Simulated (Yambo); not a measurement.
A G0W0@PBEsol run in Yambo for K₂Pt (space group Fm-3m, No. 225) under isotropic strain of +1 % on all lattice vectors (4×4×4 Γ-centred k mesh, bands 5 to 154 and a 7 Ry block in the screening, 154 bands in G with the Bruneval-Gonze terminator, plasmon pole fitted at 27.2 eV) gives these matrix elements, in eV, at the band edges (X → L):

```tsv
state	E0	<Vxc>	<Σx>	<Σc(E0)>	Z
valence edge	0.000	-19.234	-23.617	3.575	0.747
conduction edge	1.348	-7.148	-4.205	-2.703	0.825
```

**Question.** Solve the linearised quasiparticle equation for both states, give the gap, and say how exchange and correlation each act on it.

**Answer.** E = E0 + Z(Σx + Σc − Vxc). Valence: 0.000 + 0.747 × (-23.617 + (3.575) − (-19.234)) = -0.60 eV. Conduction: 1.348 + 0.825 × (-4.205 + (-2.703) − (-7.148)) = 1.55 eV. The gap is 2.15 eV, against 1.35 eV in PBEsol. Replacing Vxc by bare exchange alone would open it by 7.33 eV; correlation takes back 6.28 eV of that, and Z scales what is left. Convergence of the G0W0 settings was not tested. Without spin-orbit coupling, band edges of such heavy elements can be off by tenths of an eV.

Geometry strained from the cell relaxed with PBEsol, atoms relaxed again; primitive cell a = b = c = 5.3365 Å, α = β = γ = 60.00°.

The structure is a Materials Project entry; no match was found in the copy of COD used, and its stability was not checked.
